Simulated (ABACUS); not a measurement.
Set-up for a self-consistent single point of Zn3CdSe4 (P-43m, 8 atoms in the cell; from Materials Project mp-1079034, changed as shown).

```
CELL_PARAMETERS angstrom
      5.81503     0.00000     0.00000
      0.00000     5.81503     0.00000
      0.00000     0.00000     5.81503
ATOMIC_POSITIONS crystal
  Zn 0.00000 0.50000 0.50000
  Zn 0.50000 0.00000 0.50000
  Zn 0.50000 0.50000 0.00000
  Cd 0.00000 0.00000 0.00000
  Se 0.73850 0.73850 0.26150
  Se 0.73850 0.26150 0.73850
  Se 0.26150 0.26150 0.26150
  Se 0.26150 0.73850 0.73850
```

Level of theory: PBEsol, PseudoDojo 0.4 standard norm-conserving PBEsol (tails mended) pseudopotentials (plane waves; ABACUS).

ABACUS settings:

- KPT: Gamma 2 2 2 0 0 0
- basis_type: pw
- ecutwfc: 102 Ry
- smearing_method: fd
- smearing_sigma: 0.00146997 Ry
- potentials: PseudoDojo 0.4 standard norm-conserving PBEsol (tails mended)
- symmetry: 1
- symmetry_prec: 1e-05
- ks_solver: dav_subspace
- scf_nmax: 100
- scf_thr: 1.0e-09 Ry
- mixing_type: broyden

Results:

| Quantity | Result |
|---|---|
| Number of valence electrons | 144 |
| Number of bands | 87 |
| Number of k-points after the program's reduction | 4 |
| Number of plane waves (most at a k-point) | 23088 |
| Number of SCF iterations | 9 |
| FFT grid | 72 × 72 × 72 |
| Free energy E − TS | -35009.3560 eV |
| Top of the valence band (on the code's own zero) | 7.80 eV |
| Gap on the k-point mesh | 0.84 eV |
| Pressure | -1.86 GPa |
| Largest force (vector length) | 0.029 eV/Å |

Forces (eV/Å):
```json
[
 {"atom": "Zn1", "Fx": "0.000", "Fy": "0.000", "Fz": "0.000"},
 {"atom": "Zn2", "Fx": "0.000", "Fy": "0.000", "Fz": "0.000"},
 {"atom": "Zn3", "Fx": "0.000", "Fy": "0.000", "Fz": "0.000"},
 {"atom": "Cd4", "Fx": "0.000", "Fy": "0.000", "Fz": "0.000"},
 {"atom": "Se5", "Fx": "0.017", "Fy": "0.017", "Fz": "-0.017"},
 {"atom": "Se6", "Fx": "0.017", "Fy": "-0.017", "Fz": "0.017"},
 {"atom": "Se7", "Fx": "-0.017", "Fy": "-0.017", "Fz": "-0.017"},
 {"atom": "Se8", "Fx": "-0.017", "Fy": "0.017", "Fz": "0.017"}
]
```

Stress (GPa, positive for compression):
```
-1.86   0.00   0.00
 0.00  -1.86   0.00
 0.00   0.00  -1.86
```

The gap is read on the k-point mesh of the run and can differ from the gap over the whole zone at this level.

For comparison: a first run was changed to give this one (volume scaled by 1.04), and from it to this one the free energy rises by 4.4 meV/atom, the pressure goes from 0.41 to -1.86 GPa, the largest force goes from 0.004 to 0.029 eV/Å and the gap on the mesh goes from 0.975 to 0.844 eV.

The structure comes from a collection of computed structures, made at another level of theory; the collection holds predicted forms beside known ones. Its lattice was then scaled.

Cost on one core: roughly 4 core-minutes.

“Tails mended”: in these copies of the files the far tail of each local potential was reset to the Coulomb form.
